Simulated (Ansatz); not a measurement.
**Li (Im-3m): electronic heat capacity and spin susceptibility from the density of states**

Level of theory: DFT r2SCAN, scalar-relativistic, plane waves, PAW in Ansatz 0.2.0.

Settings: cutoff 500 eV, Γ-centred mesh 16×16×16 on the computed 1-atom cell, Gaussian smearing of 0.10 eV; no spin polarisation.

Relaxed cell: Im-3m, a = 3.477 Å, b = 3.477 Å, c = 3.477 Å, α = 90.00°, β = 90.00°, γ = 90.00°, 1 atom in the primitive cell.

The density of states at the Fermi level is 0.435 states/eV in the cell of 1 atom (1 formula unit; both spins, tetrahedra on a 24×24×24 mesh).

What Sommerfeld coefficient and Pauli susceptibility does this give?

Per formula unit N(E_F) = 0.435 states/eV. γ = (π²/3) k_B² N(E_F) N_A = 2.357 mJ/(mol K²) per state/eV, so γ = 1.0 mJ/(mol K²), a mole of formula units. χ_P = μ_B² N(E_F) N_A = 3.23×10⁻⁵ emu/mol per state/eV gives 1.4×10⁻⁵ emu/mol. This is the bare band result: a measured γ of the same phase is as a rule larger by a factor 1 + λ from phonons and spin fluctuations, the spin part of χ is larger by the Stoner factor, and a measured χ also holds orbital and core terms. N(E_F) at one energy is sensitive to the mesh where the density of states has sharp peaks.

Cost: 1 run of about 1.3 core-minutes, on Arm Neoverse V2 (shared hosts).